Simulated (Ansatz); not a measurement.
An Ansatz input:

```yaml
crystal:
  lattice:
    - [0.0, 2.2207934444, 2.2207934444]
    - [2.2207934444, 0.0, 2.2207934444]
    - [2.2207934444, 2.2207934444, 0.0]
  atoms:
    - { symbol: Cr, position: [0.0, 0.0, 0.0], spin: 1.5 }
    - { symbol: Cr, position: [0.5, 0.5, 0.5], spin: -1.5 }
hamiltonian:
  xc: lda
  pseudopotentials:
    kind: paw
    azcp:
      Cr: "pseudopotentials/Cr.paw.azcp"
basis:
  ecutwfc: 420
  fft_grid_basis: typed
kpoints:
  mp_grid: { grid: [13, 13, 13], shift: [0, 0, 0] }
magnetization:
  spin_polarized: true
scf:
  occupations: { method: fermi_dirac, width: 0.05 }
  lower_state_search: "off"
output:
  stress: true
  write_density: true
  write_potential: true
  elf: true
  volumetric_format: npy
```

Terminal output

```
Warning: the record states the generating functional pbe (its physics header spells it `PBE`), which answers neither for hamiltonian.xc's functional nor for the lda family's — results may be inconsistent (PPs are generated against a specific XC)
Engine: ansatz 0.2.0, x86_64-unknown-linux-gnu
Pseudopotentials: kind: paw
Pseudopotential: Cr, paw, valence charge 14, recommended cutoff 420 eV (normal) 
Functional definition: SPW92
  exchange = slater_x
  correlation = pw_c
Crystal: 2 atoms, lattice volume = 21.906 Å³
Basis set: ecut = 420 eV, 411 PW (Γ)
Bands: 20, of which v1, the nominal top of the filled ones, is band 14 counted from 1 (13 counted from 0)
Symmetry: 48 space group operations
Space group: Fm-3m (ITA 225), of the structure as read, at distance tolerance 2.8e-5 Å
Magnetic group: BNS 225.121 (UNI 1623), of the structure as read, at distance tolerance 2.8e-5 Å
k-points: 84 of 2197
Non-local potential: Cr, projectors of the file, l = 0: 3, l = 1: 2, l = 2: 3, l = 3: 1
PAW form: soft (Blöchl's): semilocal exchange-correlation on the pseudo side does not see the compensation charge
PAW frozen core: Cr, regenerated for the run's functional, and the local potential with it (the file was generated under x = pbe(κ = 0.804, μ = 0.2195149727645171), c = pbe(β = 0.06672455060314922))
PAW one-centre angular grid: Cr, 590 points (default); XC on 64 Gauss nodes
Initial density: superposition of atomic densities (chi_scale 0.1, normalization cell)
Starting moments: Σ|m| = 3 μB on 2 of 2 sites
Starting magnetic order: antiferromagnet; a translation exchanges its spin sublattices: spin-degenerate at every k-point
Initial wavefunctions: pseudopotential atomic-orbital guess
Functional: x = slater, c = lda
SCF iter   1: F=—  HF=-6645.543178 eV  |F-HF|=—  |Δ(HF+E_count)|=         —  Δρ=1.21e-1 (↑1.21e-1 ↓1.21e-1)  dr2=5.94e0  dr2_m=1.14e0  M=0.000 μB ∫|m|=1.550 μB  β_m=0.30  ethr=3.10e-3  ⟨swp⟩=3.8  Hψ=6035  notcnv=0
spin=Collinear: Kerker preconditioning applied to the charge; magnetization (m = ρ↑ − ρ↓) channel mixes plain (no charge-response kernel on spin).
SCF iter   2: F=—  HF=-6644.302951 eV  |F-HF|=—  |Δ(HF+E_count)|=    1.24e0  Δρ=7.23e-2 (↑7.23e-2 ↓7.23e-2)  dr2=1.75e0  dr2_m=5.38e-1  M=0.000 μB ∫|m|=1.556 μB  β_m=0.30  ethr=3.10e-3  ⟨swp⟩=2.5  Hψ=3722  notcnv=0  defer=44
SCF iter   3: F=—  HF=-6643.836960 eV  |F-HF|=—  |Δ(HF+E_count)|=   4.66e-1  Δρ=3.51e-2 (↑3.51e-2 ↓3.51e-2)  dr2=6.23e-2  dr2_m=2.03e-1  M=0.000 μB ∫|m|=1.620 μB  β_m=0.30  ethr=3.10e-3  ⟨swp⟩=2.7  Hψ=3162  notcnv=0  defer=44
SCF iter   4: F=—  HF=-6643.831290 eV  |F-HF|=—  |Δ(HF+E_count)|=   5.67e-3  Δρ=2.92e-2 (↑2.92e-2 ↓2.92e-2)  dr2=4.14e-3  dr2_m=1.70e-1  M=0.000 μB ∫|m|=1.496 μB  β_m=0.30  ethr=2.23e-4  ⟨swp⟩=2.3  Hψ=3886  notcnv=0  defer=32
SCF iter   5: F=—  HF=-6643.847723 eV  |F-HF|=—  |Δ(HF+E_count)|=   1.64e-2  Δρ=2.50e-2 (↑2.50e-2 ↓2.50e-2)  dr2=1.23e-3  dr2_m=1.25e-1  M=0.000 μB ∫|m|=1.409 μB  β_m=0.30  ethr=1.48e-5  ⟨swp⟩=2.0  Hψ=3211  notcnv=0  defer=32
...
WARN: the starting moments were not kept: the SCF closed with an absolute magnetisation of 2.1e-5 μB, where they sum to 3 μB in size (2 sites). That is at most 0.1 of that sum. Measured as dr2_m measures the in/out step, that magnetisation stands 2.4e-10 eV from none, at or under the dr2_threshold of 1.0e-7 eV: it is no larger than a step whose dr2_m would equal this threshold. The system may hold no moment; this SCF shows only that its start led to no more than that. To try another start: raise the starting moments (crystal.atoms[].spin, magnetization.per_species, magnetization.initial_magnetization, or on a non-collinear deck that types none of these the spinor_matrix: blocks that start its atoms; where the total moment is fixed, keep their sum and leave initial_magnetization as it is; typed ones take the place of any that the run laid by itself, positive ones on a crystal's lanthanoids without a Hubbard term where scf.initial_density.shell_occupations: [] is typed) or, if the notice of its spin-set hold's release reads "site moments contracting" or "site moments show no strong build", lengthen the hold (scf.mixing.spin_hold: { on: { confirm: 4 } }; for m-r²SCAN on two components see the key's manual first). Each may lead to a state that holds a moment. A second SCF, from the converged charge density, with the starting moments and any scf.initial_density.shell_occupations laid on it anew, would have followed, and was not run: the deck does not ask for one (magnetization.retry_lost_moments is false, the default). To let it run, set magnetization.retry_lost_moments: true and run the deck again, where that key's refused combinations let it; where memory then withholds it, that run's warning says so.
SCF 1 converged in 24 iterations: F = -6643.933534 eV  dr2 = 6.55e-11
SCF converged after 24 iterations
Magnetization: 0.0000 μB (14.0000 up, 14.0000 down)
Absolute magnetization: 0.0000 μB (∫|ρ↑−ρ↓|, with the PAW one-centre terms)
Spin contamination: 0.0000 ħ² per cell (⟨S²⟩ above its minimum at these occupations)
Per-site moments (μB) at R_I (Å): [(9.775701798214876e-6, 0.9160772958150001), (-9.775701798214876e-6, 0.9160772958150001)]
Free energy (F): -6643.933534 eV
Harris-Foulkes:  -6643.933534 eV  (|F-HF|=5.55e-11)
Internal energy: -6643.914593 eV  (E = F + TS)
E sigma→0 (E₀):  -6643.924063 eV
Entropy (-TS):   -0.018941 eV (-9.470 meV/atom)
Fermi energy:    20.364477 eV
--- Per-component energies (eV) ---
  E_band       = -255.373691
  E_kinetic    = 699.007637
  E_local      = -2411.394798  (includes V_loc(G=0)·N_el)
  E_nonlocal   = 176.275965
  E_hartree    = 1066.836804
  E_xc         = -279.780665
  E_vxc        = -358.961657  (∫ρ·V_xc dr)
  E_paw        = -2289.766034  (= ΣΔE_a)
  E_vpaw       = -493.974682  (= ΣTr[D̂ρ^β])
  E_aug_tail   = 0.000678  (compensation charges beyond the density's cutoff)
  E_ewald      = -3605.824429
  E_core_change = 0.730249  (= ΣΔE_core)
  E_smearing   = -0.018941  (= −TS)
  E_closure    = -0.000000  (closes the sum)
  Σ components = -6643.933534   (vs F -6643.933534, Δ=0.00e0)
--- Stress (GPa, compression-positive) ---
       21.740091      -0.000000       0.000000
       -0.000000      21.740091      -0.000000
       -0.000000      -0.000000      21.740091
  P = ⅓ Tr σ = 21.7401 GPa (217.401 kbar)
--- Band table (eV; the first three rows and the last of 168) ---
  k-point 0 ↑: bands = ["-50.8552", "-50.0209", "-22.7332", "-22.7332", "-22.7332", "-21.5805", "-21.5805", "-21.5805", "12.5398", "16.4851", "16.4851", "16.6331", "16.6331", "16.6331", "23.3722", "23.3722", "23.3722", "25.1962", "25.1962", "31.8226"]
  k-point 1 ↑: bands = ["-50.8427", "-50.0326", "-22.7225", "-22.7189", "-22.7189", "-21.6051", "-21.5999", "-21.5999", "12.7025", "16.5720", "16.5720", "16.6133", "16.7303", "16.7303", "23.2721", "23.2975", "23.2975", "24.9916", "24.9916", "31.9908"]
  k-point 2 ↑: bands = ["-50.8058", "-50.0670", "-22.6903", "-22.6763", "-22.6763", "-21.6757", "-21.6565", "-21.6565", "13.1762", "16.5710", "16.8299", "16.8299", "17.0165", "17.0165", "23.0001", "23.0736", "23.0736", "24.4257", "24.4257", "31.9857"]
  k-point 83 ↓: bands = ["-50.4448", "-50.4033", "-23.0954", "-23.0819", "-22.3084", "-22.1291", "-21.3734", "-21.3698", "16.1732", "16.6315", "17.7522", "17.9805", "19.8596", "20.6818", "21.0257", "21.1441", "22.2924", "22.5732", "24.0996", "25.1061"]
```

Command:

```sh
ansatz run input.yaml --threads 2 --pin off --max-ram 5120MiB --backend cpu --events-out ev --progress --plain --runs-dir out
```

On 2 threads of AMD EPYC 7R43 64-Core Processor (Zen 3) (shared host) this took about 5.1 s of wall time and 9.2 s of CPU time.
